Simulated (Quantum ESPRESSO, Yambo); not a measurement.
NaRhS2O8 (space group C2/m, No. 12). The geometry is that of Materials Project entry mp-1210084, symmetrised and not relaxed again. Chain: norm-conserving PBEsol (Quantum ESPRESSO, 88 Ry, scalar-relativistic); G0W0 in Yambo (2×2×2 Γ-centred k mesh, bands 6 to 233 and a 7 Ry block in the screening, 233 bands in G with the Bruneval-Gonze terminator, plasmon pole fitted at 27.2 eV); BSE (4×4×2 mesh, 21 valence and 10 conduction bands, static screening with 98 bands and a 3 Ry block, scissor 2.27 eV, Tamm-Dancoff).

```json
{
  "PBEsol gap (dense path)": "1.13 eV",
  "PBEsol gap (0, -0.5, -0.5) → (0, -0.5, 0) on the GW mesh": "1.13 eV",
  "PBEsol smallest direct gap on the GW mesh, at (0, -0.5, -0.5)": "1.14 eV",
  "G0W0 direct gap at that point": "3.41 eV",
  "G0W0 correction to the gap (0, -0.5, -0.5) → (0, -0.5, 0)": "2.27 eV",
  "direct gap on the BSE mesh, with the scissor": "3.41 eV",
  "first BSE state allowed for light along x": "2.76 eV",
  "lowest BSE state": "1.39 eV",
  "binding_of_the_lowest_exciton": "2.02 eV"
}
```

Rough cost of the Yambo steps against G0W0 for 12 states: BSE within a factor of two.

Nearest settings tried, and what they do to the gap: 100 bands in W, 100 bands in G: +65 meV. Not varied: block, mesh. So the settings aren't converged at that level. The k mesh is coarse. The BSE states are vertical excitations (zero momentum). Convergence of the binding with the mesh was not shown. Axes are Cartesian, with cell vectors (Å) (3.99, -2.62, 0.00), (3.99, 2.62, 0.00), (-0.36, 0.00, 7.21).

Spin-orbit splittings are left out.

The structure is a Materials Project entry; no match was found in the copy of COD used, and its stability was not checked.
